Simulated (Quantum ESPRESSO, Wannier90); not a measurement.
## Sr₂NCl (R-3m): Wannier90 run

Materials Project entry mp-23033; symmetrised, unrelaxed at this level. COD (Crystallography Open Database) has an entry of this formula and space group (matched by these alone). Level: PBEsol, no spin polarisation, no spin-orbit coupling; pw.x of Quantum ESPRESSO at 68 Ry with PseudoDojo potentials, 6×6×6 k-points, Wannier90. Density: 10×10×10 mesh, cold smearing 0.01 Ry.

```
begin unit_cell_cart
ang
   -1.9465450348    3.3715148995    0.0000000000
   -3.8930900696    0.0000000000    0.0000000000
   -1.9465450348    1.1238382998    7.0388200000
end unit_cell_cart
mp_grid = 6 6 6
```

Neighbour vectors b of the finite-difference formula (Å⁻¹), by shell:

```csv
shell,b_x,b_y,b_z
1,0.00000,0.00000,0.14877
1,0.00000,0.00000,-0.14877
2,-0.26899,-0.15530,-0.04959
2,0.00000,0.31060,-0.04959
2,-0.26899,0.15530,0.04959
2,0.26899,0.15530,0.04959
2,0.00000,-0.31060,0.04959
2,0.26899,-0.15530,-0.04959
```

Q: Find the weights w_b from the completeness condition Σ_b w_b b_α b_β = δ_αβ.

A: Shell 1: Σ b_x² = 0.000, Σ b_y² = 0.000, Σ b_z² = 0.044 Å⁻²
Shell 2: Σ b_x² = 0.289, Σ b_y² = 0.289, Σ b_z² = 0.015 Å⁻²
Each of the three diagonal sums, weighted, has to give 1 and the off-diagonal ones 0, which holds for w_1 = 21.4 Å², w_2 = 3.46 Å². Check on xx: 21.44×0.000 + 3.46×0.289 = 1.00.

On this mesh the 7 functions of bands 10-16 (valence bands; start: SCDM (isolated), conv_tol = 1.0e-6) end with spreads 1.8730, 1.8769, 1.8752, 1.9411, 1.4850, 1.4851, 1.5974 Å², Ω_I = 11.3439 Å² and Ω_D = 0.0005 Å².

Ω_total is the sum of the spreads, 12.134 Å². Ω_OD = Ω_total − Ω_I − Ω_D = 0.789 Å². Only (Ω_D + Ω_OD)/Ω_total = 6.5 % depends on the gauge, and another start could lower the total by that share at most. The rms radius is √(Ω_total/7) = 1.32 Å.
